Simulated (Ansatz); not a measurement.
Given:

Starting cell, Co (hcp, Mg type):

```xyz
2
Lattice="2.4571 0.0000 0.0000 -1.2286 2.1279 0.0000 0.0000 0.0000 3.9682" Properties=species:S:1:pos:R:3 pbc="T T T"
Co     0.0000     1.4186     2.9761
Co     1.2286     0.7093     0.9920
```

In each cell atom 2 (Co, nearest neighbour Co at 2.439 Å; its periodic images, 2.5 Å or more away, move with it) moves by s·(0.577, 0.577, 0.577) (along Cartesian [111]), the rest being held.

Level of theory: PBEsol (plane waves to 420 eV, PAW, scalar-relativistic; Ansatz, an electronic-structure program). k mesh 17×17×10 (Γ-centred), Fermi-Dirac smearing 0.05 eV. Energies are smeared free energies. With partly filled bands, energies and forces of such displacements shift with the k mesh and the smearing. Co was relaxed with its symmetry unable to fall. Relaxed Co ends ferromagnetic. The PAW data are Ansatz's earlier set. The magnetic order is the one the run started from; other orders were not tried. ΔE is measured from the undisplaced structure.

The scan covers s from -0.240 to 0.240 Å in 11 points.

Problem. Is this a single well or a double well?

Solution. A single well with its minimum at or next to zero displacement.

Problem. Is the energy the same for displacements of ±0.240 Å, and if not, which side lies higher?

Solution. Not even: the positive side lies higher at ±0.240 Å. With its periodic images moving along, the atom's site symmetry in this cell is -6m2.

Problem. What force acts on the atom along the line at s = -0.240 Å?

Solution. 1.27 eV/Å.

Problem. What is the force constant k = d²E/ds² of this move at s = 0?

Solution. 4.38 eV/Å².

(For displaced atoms, the force is minus the slope of the energy, and its curvature is a force constant, which sets phonon frequencies.)
